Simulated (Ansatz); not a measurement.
Before relaxation, (110) slab as cut from the bulk (Si, Ia-3 (No. 206), (1 1 0) face):

```
CELL_PARAMETERS angstrom
5.75667 0.00000 0.00000
-1.91889 5.42744 0.00000
0.00000 0.00000 29.10090
ATOMIC_POSITIONS crystal
Si 0.25000 0.95140 0.25772
Si 0.25000 0.54860 0.25772
Si 0.85070 0.35070 0.29025
Si 0.60070 0.60070 0.30595
Si 0.20140 0.00000 0.33848
Si 0.79860 0.00000 0.33848
Si 0.39930 0.39930 0.37101
Si 0.14930 0.64930 0.38671
Si 0.75000 0.45140 0.41924
Si 0.75000 0.04860 0.41924
Si 0.35070 0.85070 0.45177
Si 0.10070 0.10070 0.46747
Si 0.70140 0.50000 0.50000
Si 0.29860 0.50000 0.50000
Si 0.89930 0.89930 0.53253
Si 0.64930 0.14930 0.54823
Si 0.25000 0.95140 0.58076
Si 0.25000 0.54860 0.58076
Si 0.85070 0.35070 0.61329
Si 0.60070 0.60070 0.62899
Si 0.20140 0.00000 0.66152
Si 0.79860 0.00000 0.66152
Si 0.39930 0.39930 0.69405
Si 0.14930 0.64930 0.70975
Si 0.75000 0.45140 0.74228
Si 0.75000 0.04860 0.74228
```

Method: DFT r2SCAN, scalar-relativistic, plane waves, PAW (Ansatz 0.2.0). Cutoff 500 eV; k points 7×7×1 on the computed 26-atom cell (Γ-centred); Gaussian smearing, width 0.10 eV; no spin polarisation. The cell repeats along c with a dipole correction in the vacuum.

All atoms are free. The cell is fixed. Force threshold 0.02 eV/Å.

```tsv
step	E − E_final (eV)	largest force (eV/Å)
1	1.718	1.014
2	1.019	0.655
3	0.571	0.405
4	0.249	0.426
5	0.112	0.381
6	0.033	0.299
7	0.006	0.053
8	0.001	0.026
9	0.000	0.016
```

Problem. What is the final structure?

Solution.
```
CELL_PARAMETERS angstrom
5.75667 0.00000 0.00000
-1.91889 5.42744 0.00000
0.00000 0.00000 29.10090
ATOMIC_POSITIONS crystal
Si 0.32353 0.05793 0.25611
Si 0.20519 0.62764 0.27419
Si 0.78515 0.32915 0.28389
Si 0.57369 0.60151 0.30864
Si 0.20026 0.99382 0.33675
Si 0.79870 0.00660 0.33608
Si 0.38899 0.39100 0.37400
Si 0.14180 0.64651 0.38726
Si 0.74681 0.45039 0.42025
Si 0.75298 0.04953 0.41805
Si 0.35372 0.85189 0.45130
Si 0.10137 0.10005 0.46710
Si 0.70055 0.49883 0.50069
Si 0.29945 0.50117 0.49931
Si 0.89863 0.89995 0.53290
Si 0.64628 0.14811 0.54870
Si 0.24702 0.95047 0.58195
Si 0.25319 0.54961 0.57975
Si 0.85820 0.35349 0.61274
Si 0.61101 0.60900 0.62600
Si 0.20130 0.99340 0.66392
Si 0.79974 0.00618 0.66325
Si 0.42631 0.39849 0.69136
Si 0.21485 0.67085 0.71611
Si 0.79481 0.37236 0.72581
Si 0.67647 0.94207 0.74389
```

The reference crystal is a form of Si, which isn't its usual structure.

Cost: 1 run of about 31 core-minutes, on Intel Xeon 6975P-C (Granite Rapids) (shared hosts).